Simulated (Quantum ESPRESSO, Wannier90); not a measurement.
**Wannierisation of SnO (Pmn2₁)**

```
begin unit_cell_cart
ang
    3.3550000000    0.0000000000    0.0000000000
    0.0000000000    5.6741000000    0.0000000000
    0.0000000000    0.0000000000    4.2219700000
end unit_cell_cart
begin atoms_frac
Sn   0.0000000000  0.2319100000 -0.4868600000
Sn   0.5000000000 -0.2319100000  0.0131400000
O    0.0000000000 -0.1087500000 -0.2631400000
O    0.5000000000  0.1087500000  0.2368600000
end atoms_frac
```

Structure: Materials Project mp-545552, symmetrised, not relaxed again. Not found in the COD (Crystallography Open Database) copy used, which has the formula in other groups; not checked further. Method: PBEsol plane waves in Quantum ESPRESSO 7.5 (PseudoDojo norm-conserving files, 68 Ry, spinors with spin-orbit coupling), Bloch states on a 6×4×6 mesh through Γ, Wannier90 4.0.1. Density: 10×6×8 mesh, cold smearing 0.01 Ry. The cell is built of weakly bound layers, chains or molecules, whose nearest atoms lie 3.86 Å apart. Database cells relaxed without dispersion often hold them too far apart, which can enlarge gaps and weakens couplings between them; spacing and stacking were not compared with the measured crystal.

Bands 21-24 form an isolated set from -18.64 to -16.85 eV relative to the valence-band maximum (on the path) and are turned into 4 Wannier functions by minimising the spread from the start: atomic waves O 2s.

Problem. Where do the functions sit, how wide are they and what are they made of?

Solution. 
| functions | spread (Å²) | nearest atom, distance (Å) | second atom, distance (Å) | weight on atomic waves |
|---|---|---|---|---|
| 4 | 1.27 | O 0.10 | Sn 2.12 | O 2s 72 %, Sn 5p 12 %, Sn 4d 12 % |

Ω_I = 5.06 Å², Ω_total = 5.07 Å²; the interpolated bands follow pw.x to 0.1 meV rms on the path. Only this start was tried; a symmetric start can stop on a saddle, and mixtures of these functions could lower the total by at most Ω_total − Ω_I.
